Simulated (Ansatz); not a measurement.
A trial structure of KGe3 was built thus: 3-, 4-connected net of one element, guests in its cages (I-4m2, No. 119) (guest K). The dimensions are guesses.

```cif
data_structure
_symmetry_space_group_name_H-M 'P 1'
_symmetry_Int_Tables_number 1
_cell_length_a 5.5239
_cell_length_b 5.5239
_cell_length_c 5.5239
_cell_angle_alpha 138.922
_cell_angle_beta 138.922
_cell_angle_gamma 59.494
_cell_volume 72.05
loop_
_atom_site_label
_atom_site_type_symbol
_atom_site_fract_x
_atom_site_fract_y
_atom_site_fract_z
_atom_site_occupancy
K1 K 0.00000 0.00000 0.00000 1
Ge1 Ge 0.37990 0.37990 0.00000 1
Ge2 Ge 0.75000 0.25000 0.50000 1
Ge3 Ge 0.62010 0.62010 0.00000 1
```

These are results of DFT PBE, scalar-relativistic, plane waves, PAW in Ansatz 0.2.0, not measurements. Cutoff 420 eV, Gaussian smearing, Γ-centred meshes. Cell and atoms relax first on a coarse mesh and then on a finer one. In between, the cell is made exact in the group found at 0.06 Å. In metals the finer mesh still leaves noise of several meV/atom or more. The steps can't lower the symmetry of their start. No spin polarisation.

A guess keeps its type if space group and coordination stay and the shape of the cell changes little (axis ratios within about 15 %, angles within 6°); the volume may change.

Task: Does this structure survive the relaxation?

Result: It keeps its type. The symmetry stays I-4m2 (No. 119). The volume per atom grows by 48.0 %, from 18.0 to 26.7 Å³. The shortest distance goes from 2.30 Å (Ge–Ge) to 2.59 Å (Ge–Ge). The ratio c/a of the conventional cell changes by a factor of 1.00. Counting neighbours within 15 % of an atom's shortest distance, the start has Ge 3/4, K 12 and the end Ge 3/4, K 12.

Formation energies are uncorrected and refer to the elements' standard structures at the same level.

Task: At what energy does it end?

Result: +0.17 eV/atom. The separate elements lie lower, so it is unstable against them.

The last run used a 14×14×14 mesh for its 4-atom cell and Gaussian smearing of 0.10 eV. Symmetry constrained the relaxation, so the result can be a saddle point.

In counts of neighbours, a slash parts the counts of unlike sites.
